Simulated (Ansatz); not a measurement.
Mo (bcc (W type), space group No. 229) at seven volumes, PBEsol (plane waves, PAW; program Ansatz), scaled uniformly. One row is withheld.

```
V (Å³/atom)  P (GPa)
-----------  -------
13.945             ?
14.405         19.89
14.864          9.15
15.324          0.00
15.784         -7.80
16.243        -14.44
16.703        -20.11
```

Fit the shown pressures and predict the withheld one.

Third-order Birch–Murnaghan: P = (3/2)B₀(x^(7/2) − x^(5/2))[1 + (3/4)(B′ − 4)(x − 1)] with x = (V₀/V)^(2/3). Least squares on the six rows gives V₀ = 15.324 Å³/atom, B₀ = 281.2 GPa, B′ = 4.34. At V = 13.945, x = 1.0649 and P = 32.56 GPa. The run itself gave 32.49 GPa.

Space group Im-3m (bcc (W type)). The PBEsol relaxation kept the symmetry of its start. No spin polarisation was allowed.

Potentials: the earlier of the program's two PAW sets. The files were generated under PBE; for other functionals the program regenerates the frozen cores, and for LDA and PBEsol the local potential too.
